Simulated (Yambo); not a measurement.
G0W0@LDA for Mg$_{2}$ZnO$_{3}$ (space group P-3m1, No. 164) in Yambo. Reference settings: 6×6×2 Γ-centred k mesh, bands 7 to 125 and a 8 Ry block in the screening, 125 bands in G with the Bruneval-Gonze terminator, plasmon pole fitted at 27.2 eV. The LDA gap A → Γ on this mesh is 2.87 eV; G0W0 gaps are taken between the same points.

Gap (A → Γ) in eV against the number of bands and the screening block, terminator on:

| bands (W and G) | 2 Ry | 3 Ry | 5 Ry | 6 Ry | 8 Ry |
|---|---|---|---|---|---|
| 43 | 5.515 | 5.489 | 5.426 | 5.460 | 5.536 |
| 57 | 5.191 | 5.167 | 5.096 | 5.136 | 5.228 |
| 77 | 5.024 | 5.001 | 4.922 | 4.966 | 5.070 |
| 100 | 4.943 | 4.919 | 4.836 | 4.882 | 4.994 |
| 125 | 4.899 | 4.876 | 4.793 | 4.841 | 4.960 |

Rough cost of the Yambo step against the reference (shared machines):

```json
[
 {"bands (W and G)": "43", "2 Ry": "1/5", "3 Ry": "1/5", "5 Ry": "1/5", "6 Ry": "1/5", "8 Ry": "1/5"},
 {"bands (W and G)": "57", "2 Ry": "1/4", "3 Ry": "1/4", "5 Ry": "1/4", "6 Ry": "1/3", "8 Ry": "1/3"},
 {"bands (W and G)": "77", "2 Ry": "1/2", "3 Ry": "1/2", "5 Ry": "1/2", "6 Ry": "1/2", "8 Ry": "~1"},
 {"bands (W and G)": "100", "2 Ry": "~1", "3 Ry": "~1", "5 Ry": "~1", "6 Ry": "~1", "8 Ry": "~1"},
 {"bands (W and G)": "125", "2 Ry": "~1", "3 Ry": "~1", "5 Ry": "~1", "6 Ry": "~1", "8 Ry": "1"}
]
```

At the largest block the last step in bands moves the gap by -0.034 eV; at the most bands the last step in the block moves it by 0.119 eV.

Geometry of the Materials Project entry, not relaxed at this level; primitive cell a = b = 3.0330 Å, c = 7.4033 Å, α = β = 90.00°, γ = 120.00°.

The structure is a Materials Project entry; no match was found in the copy of COD used, and its stability was not checked.
